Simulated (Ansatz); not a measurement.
AlNi:
Space group Fm-3m (No. 225); a = b = c = 4.805 Å, α = β = γ = 90.00°

| atom | site | symmetry | x | y | z |
|---|---|---|---|---|---|
| Ni | 4a | m-3m | 0.0000 | 0.0000 | 0.0000 |
| Al | 4b | m-3m | 0.5000 | 0.5000 | 0.5000 |
(The calculation used a cell of 2 atoms; values per cell refer to that cell.)

Relaxed with r²SCAN.

Problem. Which orbitals make up the states near the Fermi level in DFT-r²SCAN in the program Ansatz with PAW potentials?

Solution. Within 0.5 eV of the Fermi level: Ni 3d 40 %, Al 3p 29 %, Ni 4s 17 %, Al 3s 11 %. Projections are on Löwdin-orthogonalised atomic valence shells; empty p or d shells of many metals are not among them.

Problem. Tabulate the density of states.

Solution. States/eV per cell of 2 atoms, in 0.25 eV bins, energy from the Fermi level.

```tsv
E (eV)	total	Ni 3d	Al 3p	Al 3s
-7.85	0.31	0.01	0.13	0.10
-7.60	0.33	0.01	0.14	0.11
-7.35	0.35	0.01	0.15	0.12
-7.10	0.37	0.02	0.16	0.13
-6.85	0.40	0.02	0.17	0.13
-6.60	0.42	0.03	0.18	0.14
-6.35	0.45	0.04	0.18	0.16
-6.10	0.49	0.05	0.19	0.17
-5.85	0.55	0.08	0.21	0.19
-5.60	0.57	0.10	0.18	0.22
-5.35	0.72	0.17	0.18	0.31
-5.10	0.75	0.21	0.16	0.31
-4.85	0.75	0.25	0.15	0.30
-4.60	0.43	0.13	0.14	0.12
-4.35	0.48	0.16	0.18	0.10
-4.10	0.70	0.28	0.25	0.11
-3.85	1.14	0.48	0.46	0.13
-3.60	1.65	0.79	0.66	0.15
-3.35	2.18	1.37	0.64	0.11
-3.10	3.09	2.36	0.56	0.08
-2.85	2.90	2.45	0.36	0.04
-2.60	3.53	3.18	0.29	0.02
-2.35	5.41	4.92	0.42	0.01
-2.10	2.64	2.50	0.10	0.00
-1.85	2.94	2.86	0.04	0.01
-1.60	6.15	6.04	0.05	0.02
-1.35	4.55	4.33	0.11	0.05
-1.10	1.50	1.17	0.18	0.03
-0.85	1.47	1.00	0.24	0.03
-0.60	1.16	0.66	0.27	0.06
-0.35	0.96	0.44	0.26	0.07
-0.10	0.74	0.29	0.22	0.07
0.15	0.74	0.26	0.23	0.10
0.40	0.86	0.28	0.26	0.14
0.65	0.78	0.23	0.28	0.13
0.90	0.73	0.19	0.29	0.12
1.15	0.79	0.19	0.32	0.15
1.40	0.81	0.17	0.35	0.15
1.65	0.87	0.16	0.42	0.15
1.90	0.91	0.14	0.49	0.14
2.15	0.90	0.13	0.49	0.13
2.40	0.86	0.12	0.48	0.12
2.65	0.83	0.11	0.48	0.11
2.90	0.81	0.10	0.47	0.10
3.15	0.77	0.09	0.45	0.09
3.40	0.75	0.08	0.44	0.08
3.65	0.71	0.07	0.42	0.07
3.90	0.68	0.06	0.40	0.07
4.15	0.65	0.06	0.39	0.06
4.40	0.62	0.05	0.36	0.05
4.65	0.59	0.04	0.34	0.04
```

The start of the workflow was typed in or built on a structure type; neither database checked (COD, Materials Project) lists it. It is not the phase usual at ambient conditions (space group No. 221). The r²SCAN relaxation kept the symmetry of its start. At this level the phase is mechanically unstable. The workflow began spin-polarised and lost its moments.

Potentials: the earlier of the program's two PAW sets.
